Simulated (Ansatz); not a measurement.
# Hf2Pd2Se2Br2O3: band gap by level of theory

```
CELL_PARAMETERS angstrom
-1.89227 2.67212 12.28423
1.89227 -2.67212 12.28423
1.89227 2.67212 -12.28423
ATOMIC_POSITIONS crystal
Hf 0.92095 0.92095 0.00000
Hf 0.07905 0.07905 0.00000
Pd 0.68332 0.68332 0.00000
Pd 0.31668 0.31668 0.00000
Se 0.61777 0.11777 0.50000
Se 0.38223 0.88223 0.50000
Br 0.78660 0.78660 0.00000
Br 0.21340 0.21340 0.00000
O 0.90121 0.40121 0.50000
O 0.09879 0.59879 0.50000
O 0.00000 0.00000 0.00000
```

The cell comes from a database or a generator and needn't be the stable form of this composition.

| rung | level | program and potentials | cutoff (eV) | k mesh | smearing | task | spin | core time | chip | band gap (eV) | notes |
| --- | --- | --- | --- | --- | --- | --- | --- | --- | --- | --- | --- |
| hybrid | r2SCANh | Ansatz, Ansatz PAW | 500 | 4 × 4 × 4 | fermi-dirac 0.05 | single point | off | 25 min | Intel Xeon Platinum 8375C Ice Lake | 0.44 | coarse mesh; potentials made for PBE, which Ansatz adapts in part |
| hybrid | HSE06 | Ansatz, Ansatz PAW | 420 | 4 × 4 × 4 | fermi-dirac 0.05 | single point | off | 30 min | Arm Neoverse V1 | 0.47 | coarse mesh; potentials made for PBE, which Ansatz adapts in part |
| GGA | BLYP | Ansatz, all-electron LAPW, scalar-relativistic | - | 6 × 6 × 6 | fermi-dirac 0.05 | band structure | off | 32 min | Intel Xeon Platinum 8375C Ice Lake | no gap | coarse mesh; from the band path |
| hybrid | HSE03 | Ansatz, Ansatz PAW | 420 | 4 × 4 × 4 | fermi-dirac 0.05 | single point | off | 38 min | Intel Xeon Skylake/Cascade Lake | 0.34 | coarse mesh; potentials made for PBE, which Ansatz adapts in part |
| hybrid | B3LYP | Ansatz, Ansatz PAW | 420 | 4 × 4 × 4 | fermi-dirac 0.05 | single point | off | 49 min | Intel Xeon Skylake/Cascade Lake | 0.86 | coarse mesh; potentials made for PBE, which Ansatz adapts in part |
| hybrid | PBE0 | Ansatz, Ansatz PAW | 420 | 4 × 4 × 4 | fermi-dirac 0.05 | single point | off | 51 min | Intel Xeon Skylake/Cascade Lake | 1.13 | coarse mesh; potentials made for PBE, which Ansatz adapts in part |
| hybrid | r2SCAN0 | Ansatz, Ansatz PAW | 500 | 4 × 4 × 4 | fermi-dirac 0.05 | single point | off | 86 min | Intel Xeon Skylake/Cascade Lake | 1.23 | coarse mesh; potentials made for PBE, which Ansatz adapts in part |
| meta-GGA | r2SCAN | Ansatz, Ansatz PAW | 500 | 6 × 6 × 6 | fermi-dirac 0.05 | band structure | SOC, no magnetisation | 2.4 h | AMD EPYC Zen 3 | no gap | potentials made for PBE, which Ansatz adapts in part |

Times are single runs on shared hosts and different chips, so they are rough; meshes, cutoffs and the tasks' sizes weigh on the time. Gaps are the least found on the k mesh or the band path, and a mesh can miss the band edges. Smearing widths are in eV. Meshes differ between rows, which moves values too. All levels ran on this one cell, unrelaxed unless noted. Meshes are those of the run's cell of 11 atoms unless a note names another. Runs on faulty files, with rough fits or with known faults for this quantity aren't shown.

By rung: meta-GGA with SOC no gap; GGA on coarse meshes no gap; hybrid on coarse meshes 0.34 to 1.23 (eV).
